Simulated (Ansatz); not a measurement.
Relaxed candidate structures of BaS3:

A. P4₂/nnm, origin choice 1 (No. 134), tP8; a = 6.164 Å, b = 6.164 Å, c = 7.166 Å, α = 90.00°, β = 90.00°, γ = 90.00°; Ba 2a (0.000, 0.000, 0.000); S 2b (0.000, 0.000, 0.500); S 4f (0.750, 0.750, 0.750); non-magnetic

B. P6₃/mmc (No. 194), hP8, AFLOW prototype A3B_hP8_194_h_c (D0_19, as in Ni3Sn); a = 6.2823 Å, b = 6.2823 Å, c = 6.1730 Å, α = 90.00°, β = 90.00°, γ = 120.00°; S 6h (0.414, 0.207, 0.250); Ba 2c (0.333, 0.667, 0.250); non-magnetic

C. P-42₁m (No. 113), tP8; a = 6.924 Å, b = 6.924 Å, c = 4.204 Å, α = 90.00°, β = 90.00°, γ = 90.00°; Ba 2a (0.000, 0.000, 0.000); S 4e (0.321, 0.179, 0.474); S 2c (0.500, 0.000, 0.208); non-magnetic

D. C2/m (No. 12), mS16; a = 17.8007 Å, b = 4.7589 Å, c = 6.3942 Å, α = γ = 90.00°, β = 104.71°; Ba 4i (0.191, 0.000, 0.712); S 4i (0.059, 0.500, 0.022); S 4i (0.193, 0.000, 0.213); S 4i (0.434, 0.000, 0.281); non-magnetic

### Question
Order them by energy per atom (lowest first) at the level r2SCAN (plane waves to 500 eV, PAW, scalar-relativistic; Ansatz, a quantum-chemistry and plane-wave program).

### Answer
C (reference, the lowest among the structures calculated here), D (+0.325 eV/atom), B (+0.59 eV/atom), A (+0.87 eV/atom)

### Question
Give each candidate's band gap.

### Answer
No gap: A, B. C: 1.77 eV (no spin-orbit coupling); D: 0.31 eV (no spin-orbit coupling).

Each run could gain symmetry but not lose that of its start, so entries can be saddle points. From databases, or of a type measured for this composition: P-42₁m, tP8, non-magnetic; the others are generated cells (placed on structure types, drawn at random, substituted or restacked) that were not matched to a known phase here. Each structure is listed in the lowest spin state found for it. Static energies at zero pressure. No spin polarisation in the result.
